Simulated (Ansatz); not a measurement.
CaCl2:
```xyz
6
Lattice="6.4037 0.0000 0.0000 0.0000 6.4037 0.0000 0.0000 0.0000 4.1659" Properties=species:S:1:pos:R:3 pbc="T T T"
Ca     3.2018     3.2018     2.0829
Ca     0.0000     0.0000     0.0000
Cl     4.4636     4.4636     0.0000
Cl     1.9401     1.9401     0.0000
Cl     5.1419     1.2618     2.0829
Cl     1.2618     5.1419     2.0829
```

Relaxed with r²SCAN.

### Question
Map the electron localisation function on the plane through (0.500, 0.500, 0.500) spanned by u = [0, 0, 1] and v = [1, 1, 0] in lattice vectors, from DFT-r²SCAN in the program Ansatz with PAW potentials.

### Answer
x is the fraction of u, y of v (the angle between them is 90°; rows are the nearest grid lines); atoms in the plane: Ca at (0.00, 0.00), Ca at (0.50, 0.50), Cl at (0.50, 0.20), Cl at (0.50, 0.80).
```
y \ x   0.000  0.0952  0.190  0.286  0.381  0.476  0.524  0.619  0.714  0.810  0.905   1.00
------  -----  ------  -----  -----  -----  -----  -----  -----  -----  -----  -----  -----
1.00    0.719   0.848  0.780  0.055  0.030  0.044  0.044  0.030  0.055  0.780  0.848  0.719
0.925   0.847   0.790  0.182  0.157  0.705  0.773  0.773  0.705  0.157  0.182  0.790  0.847
0.850   0.018   0.034  0.492  0.861  0.862  0.711  0.711  0.862  0.861  0.492  0.034  0.018
0.775   0.013   0.174  0.694  0.851  0.813  0.474  0.474  0.813  0.851  0.694  0.174  0.013
0.700   0.007   0.029  0.304  0.689  0.832  0.871  0.871  0.832  0.689  0.304  0.029  0.007
0.625   0.017   0.015  0.012  0.020  0.044  0.079  0.079  0.044  0.020  0.012  0.015  0.017
0.550   0.038   0.031  0.019  0.423  0.846  0.861  0.861  0.846  0.423  0.019  0.031  0.038
0.450   0.038   0.031  0.019  0.423  0.846  0.861  0.861  0.846  0.423  0.019  0.031  0.038
0.375   0.017   0.015  0.012  0.020  0.044  0.079  0.079  0.044  0.020  0.012  0.015  0.017
0.300   0.007   0.029  0.304  0.689  0.832  0.871  0.871  0.832  0.689  0.304  0.029  0.007
0.225   0.013   0.174  0.694  0.851  0.813  0.474  0.474  0.813  0.851  0.694  0.174  0.013
0.150   0.018   0.034  0.492  0.861  0.862  0.711  0.711  0.862  0.861  0.492  0.034  0.018
0.0750  0.847   0.790  0.182  0.157  0.705  0.773  0.773  0.705  0.157  0.182  0.790  0.847
0.000   0.719   0.848  0.780  0.055  0.030  0.044  0.044  0.030  0.055  0.780  0.848  0.719
```

The density is the valence pseudo-density with augmentation charge, so density and ELF within about 1 Å of a nucleus are not all-electron values.

Space group P4_2/mnm (rutile). The workflow started from a Materials Project entry (that database holds measured and hypothetical structures alike); the Crystallography Open Database copy checked does not list it. COD files the formula under space group No. 58. Its standing as an ambient phase is unchecked. The r²SCAN relaxation kept the symmetry of its start; its stability against distortions is not shown here.

Potentials: the later of the program's two PAW sets.
